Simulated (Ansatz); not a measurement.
A distorted cell of P (space group Cmce):

```xyz
4
Lattice="1.6549 -5.6462 0.0000 1.6549 5.6462 0.0000 0.0000 0.0000 4.5635" Properties=species:S:1:pos:R:3 pbc="T T T"
P      1.6549     1.0588     4.2187
P      1.6549    -1.0588     0.3448
P      1.6549     4.5827     1.8371
P      1.6549    -4.5827     2.7264
```

Level of theory: PBE (plane waves to 420 eV, PAW, scalar-relativistic; Ansatz, a program for electronic structure). k mesh 10×10×7 (Γ-centred), Fermi-Dirac smearing 0.05 eV. Stress and pressure are positive under compression. P was relaxed with its symmetry unable to fall. The relaxed volume of P is well above the measured one; the method has no dispersion term.

What forces act on the atoms (eV/Å, Cartesian)?


```tsv
atom	Fx	Fy	Fz
P1	0.000	0.039	-0.280
P2	0.000	-0.039	0.280
P3	0.000	-0.014	0.279
P4	0.000	0.014	-0.279
```

What is the stress tensor (GPa)?


```
   0.06     0.00     0.00
   0.00     0.21    -2.17
   0.00    -2.17    -0.06
```
The pressure, a third of the trace, is 0.07 GPa.

(A displaced cell: forces are minus the slopes of the energy, force constants its curvatures, and phonons follow from these.)
